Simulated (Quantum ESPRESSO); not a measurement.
## Ca2MgZnO4 (a curve over one atom's position)

Simulated, not a measurement. The program is pw.x of Quantum ESPRESSO 7.5 (plane-wave density functional theory). The cell is made up: 8 atoms on a rocksalt lattice, with randomly drawn elements, strain and displacements, not relaxed. PseudoDojo standard norm-conserving files (v0.5 for PBE, v0.4.1 for LDA and PBEsol) set the functional; there is no spin polarisation, spin-orbit coupling or dispersion term, and the masses in the input are unused placeholders.

Seven runs move atom 6 (O, counted in the order of the input) along y and keep all else fixed.

Input of the run at +0.0029:

```
&control calculation='scf', pseudo_dir='./dojo.nc.sr.pbe.v0_5.standard.upf', outdir='./o', disk_io='low', tprnfor=.true., tstress=.true. /
&system ibrav=0, nat=8, ntyp=4, nbnd=43, ecutwfc=84.00895049, nosym=.true., tot_charge=0,
 occupations='smearing', smearing='fd', degauss=0.0018374661
/
&electrons conv_thr=7.350e-09, electron_maxstep=60, /
ATOMIC_SPECIES
Ca 1.0 Ca.upf
Mg 1.0 Mg.upf
O 1.0 O.upf
Zn 1.0 Zn.upf
CELL_PARAMETERS angstrom
4.6219 0.0117 -0.0214
0.0117 4.4883 0.0199
-0.0214 0.0199 4.5634
ATOMIC_POSITIONS angstrom
Ca -0.0077 0.0375 -0.0275
Mg -0.0441 2.2342 2.2743
Zn 2.2906 0.0218 2.2916
Ca 2.3062 2.2064 -0.0097
O 2.342 -0.0066 0.0137
O 2.2642 2.2505 2.2679
O 4.5788 0.0473 2.2574
O 4.6626 2.2919 -0.0124
K_POINTS automatic
4 4 4 1 1 1
```

| shift of atom 6 along y (Å) | free energy less that of the input shown (eV) | Fx on atom 6 (eV/Å) | Fy on atom 6 (eV/Å) | Fz on atom 6 (eV/Å) | pressure (GPa) | iterations |
| --- | --- | --- | --- | --- | --- | --- |
| -0.0791 | 0.0093 | 0.153 | 0.249 | 0.133 | 3.77 | 12 |
| -0.0353 | 0.0017 | 0.156 | 0.101 | 0.134 | 3.66 | 12 |
| +0.0029 | 0.0000 | 0.158 | -0.013 | 0.135 | 3.61 | 12 |
| +0.0491 | 0.0039 | 0.160 | -0.153 | 0.136 | 3.61 | 12 |
| +0.0695 | 0.0076 | 0.160 | -0.213 | 0.136 | 3.62 | 12 |
| +0.1052 | 0.0173 | 0.161 | -0.333 | 0.136 | 3.68 | 12 |

Question: one run is left out of the table, at -0.0557. Estimate its Fy on atom 6 (eV/Å).

Answer: 0.166. The whole row:

| shift of atom 6 along y (Å) | free energy less that of the input shown (eV) | Fx on atom 6 (eV/Å) | Fy on atom 6 (eV/Å) | Fz on atom 6 (eV/Å) | pressure (GPa) | iterations |
| --- | --- | --- | --- | --- | --- | --- |
| -0.0557 | 0.0044 | 0.154 | 0.166 | 0.134 | 3.70 | 12 |

A cubic fit gives dFy/dy = -2.96 eV/Å² at zero shift. Across the table the free energy follows the integral of the force to within 0.1 meV. A rerun of one of the cells at 1437 eV and a 6 x 6 x 6 mesh moved values by no more than 0.002 eV in energy, 0.04 GPa in stress and 0.003 eV/Å in force.